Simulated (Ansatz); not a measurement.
AlN:
```
CELL_PARAMETERS angstrom
      0.00000     2.01885     2.01885
      2.01885     0.00000     2.01885
      2.01885     2.01885     0.00000
ATOMIC_POSITIONS crystal
  Al 0.50000 0.50000 0.50000
  N  0.00000 0.00000 0.00000
```

Relaxed with r²SCAN. Special points in fractions of this cell's reciprocal vectors: Γ (0.000, 0.000, 0.000); X (0.500, 0.000, 0.500); U (0.625, 0.250, 0.625); K (0.375, 0.375, 0.750); L (0.500, 0.500, 0.500); W (0.500, 0.250, 0.750).

Problem. List the band energies nearest the valence-band maximum at these points for plane-wave PAW r²SCAN (Ansatz code).

Solution. In eV from the valence-band maximum; about four levels below and three above (degenerate sets whole), none deeper than 8.9 eV; … stands for higher levels left out; points with the same levels are listed once.

| k | below | above |
|---|---|---|
| Γ | 0.00 0.00 0.00 | 6.53 … |
| X | -7.57 -2.90 -2.90 | 5.52 6.01 15.43 |
| U | -6.68 -5.55 -2.39 | 6.74 10.19 14.01 |
| L | -8.46 -1.15 -1.15 | 6.94 11.97 11.97 |
| W | -5.84 -5.84 -3.95 | 9.09 11.70 11.70 |

Space group Fm-3m (rock salt). This is a known high-pressure phase of the composition, computed here at zero pressure and temperature. The cell was relaxed with r²SCAN under the symmetry of its start; its stability against distortions is not shown here.

Potentials: the later of the program's two PAW sets.
